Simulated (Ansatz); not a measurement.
Given:

HfC (rock salt, Fm-3m), a = b = c = 4.607 Å, α = β = γ = 90.00°; the cell used has 2 atoms.

This is the PBEsol-relaxed structure.

**Question.** All from DFT-PBEsol in the program Ansatz with PAW potentials, unless another level is named. Predict the electronic character.

**Answer.** metallic (no gap).

**Question.** And the formation energy from the elements (no fitted shifts)?

**Answer.** -0.99 eV/atom.

**Question.** Predict the density of states at the Fermi level.

**Answer.** 0.13 states/eV per atom (mean over ±0.08 eV).

**Question.** Next, the gap with spin–orbit coupling?

**Answer.** none (metallic).

Symmetry was held in the PBEsol relaxation; of distortions, only those at the zone centre were tested. The run is not spin-polarised. The references are the lowest solids computed at this level, not always the standard phases. Spin–orbit coupling is left out wherever it is not named.

Potentials: the later of the program's two PAW sets.
